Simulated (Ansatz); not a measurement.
Molecular dynamics on a 2×2×1 supercell (12 atoms) of WSe2 (CdI2 type), relaxed with r2SCAN+rVV10. Forces come from r2SCAN in the plane-wave code Ansatz: Langevin thermostat and barostat (NPT), 300 K, steps of 1 fs. Computed, non-magnetic; the trajectory is short and the cell small, so nothing here is a converged average. The structure comes from a prototype and may be hypothetical.

```yaml
crystal:
  lattice:
    - [6.6306883749, -1.0e-10, 0.0]
    - [-3.3153441874, 5.7423445773, 0.0]
    - [0.0, 0.0, 6.5191986732]
  atoms:
    - { symbol: W, position: [0.0, 0.0, 0.0] }
    - { symbol: Se, position: [0.1666666667, 0.3333333333, 0.257168382] }
    - { symbol: Se, position: [0.3333333333, 0.1666666667, 0.742831618] }
    - { symbol: W, position: [0.0, 0.5, 0.0] }
    - { symbol: Se, position: [0.1666666667, 0.8333333333, 0.257168382] }
    - { symbol: Se, position: [0.3333333333, 0.6666666667, 0.742831618] }
    - { symbol: W, position: [0.5, 0.0, 0.0] }
    - { symbol: Se, position: [0.6666666667, 0.3333333333, 0.257168382] }
    - { symbol: Se, position: [0.8333333333, 0.1666666667, 0.742831618] }
    - { symbol: W, position: [0.5, 0.5, 0.0] }
    - { symbol: Se, position: [0.6666666667, 0.8333333333, 0.257168382] }
    - { symbol: Se, position: [0.8333333333, 0.6666666667, 0.742831618] }
kpoints:
  mp_grid: { grid: [3, 3, 2] }
hamiltonian:
  xc: r2scan
scf:
  occupations: { method: fermi_dirac, width: 0.026 }
md:
  ensemble: npt_langevin
  temperature: 300
  timestep: 1.0
  n_steps: 20
  initial_velocities: maxwell_boltzmann
  seed: 8038
```

Run as `ansatz run input.yaml --threads 4 --pin off --max-ram 3686MiB --backend cpu --events-out ev --progress --plain --runs-dir out`. It ended after 7.6 min on 4 threads of Arm Neoverse N1, on a shared host; peak host memory 1.6 GiB.

| step | t (fs) | T (K) | free energy F from step 0 (meV/atom) | kinetic energy (meV/atom) | pressure (GPa) | volume (Å³/atom) | largest force (eV/Å) |
| --- | --- | --- | --- | --- | --- | --- | --- |
| 0 | 0 | 275 | 0.0 | 35.5 | 1.62 | 20.69 | 0.09 |
| 1 | 1 | 280 | 0.0 | 36.2 | 1.60 | 20.69 | 0.14 |
| 2 | 2 | 269 | 0.0 | 34.8 | 1.53 | 20.70 | 0.19 |
| 3 | 3 | 278 | 0.1 | 35.9 | 1.44 | 20.71 | 0.24 |
| 4 | 4 | 292 | 0.1 | 37.7 | 1.30 | 20.74 | 0.29 |
| 5 | 5 | 279 | 0.2 | 36.1 | 1.11 | 20.77 | 0.35 |
| 6 | 6 | 288 | 0.4 | 37.3 | 0.90 | 20.80 | 0.41 |
| 7 | 7 | 293 | 0.7 | 37.9 | 0.67 | 20.84 | 0.47 |
| 8 | 8 | 292 | 1.2 | 37.7 | 0.45 | 20.87 | 0.53 |
| 9 | 9 | 276 | 1.7 | 35.7 | 0.27 | 20.90 | 0.58 |
| 10 | 10 | 275 | 2.3 | 35.5 | 0.14 | 20.92 | 0.61 |
| 11 | 11 | 250 | 2.9 | 32.3 | 0.05 | 20.94 | 0.66 |
| 12 | 12 | 258 | 3.5 | 33.3 | 0.00 | 20.95 | 0.72 |
| 13 | 13 | 273 | 4.2 | 35.3 | -0.04 | 20.97 | 0.78 |
| 14 | 14 | 276 | 4.9 | 35.7 | -0.06 | 20.97 | 0.83 |
| 15 | 15 | 277 | 5.5 | 35.8 | -0.04 | 20.98 | 0.88 |
| 16 | 16 | 297 | 6.2 | 38.4 | 0.03 | 20.98 | 0.93 |
| 17 | 17 | 308 | 7.0 | 39.8 | 0.08 | 20.97 | 0.98 |
| 18 | 18 | 291 | 7.7 | 37.6 | 0.09 | 20.98 | 1.02 |

The temperature starts at 275 K, is lowest at step 11 (250 K, 11 fs) and ends at 291 K. The job's limit cut the run after 18 of 20 steps.

Positions (Å) and forces (eV/Å) at step 18:
```
cell (Å): 6.662 0.000 0.000; -3.331 5.769 0.000; 0.000 0.000 6.550
W   -0.010  -0.012   0.020    -0.652  -0.078  -0.783
Se   0.010   1.965   1.640    -0.072  -0.147   0.081
Se   1.652   0.940   4.876    -0.051   0.397   0.358
W   -1.676   2.864  -0.020    -0.429  -0.029  -0.255
Se  -1.725   4.846   1.645     0.504  -0.495   0.267
Se   0.015   3.916   4.871    -0.029  -0.739   0.395
W    3.319  -0.003   0.012     0.286   0.602  -0.409
Se   3.356   1.910   1.689    -0.162   0.343  -0.142
Se   4.991   0.949   4.821     0.026   0.158   0.801
W    1.700   2.892   0.016     0.486   0.257  -0.376
Se   1.638   4.866   1.701     0.161  -0.510  -0.259
Se   3.337   3.823   4.849    -0.069   0.240   0.323
```
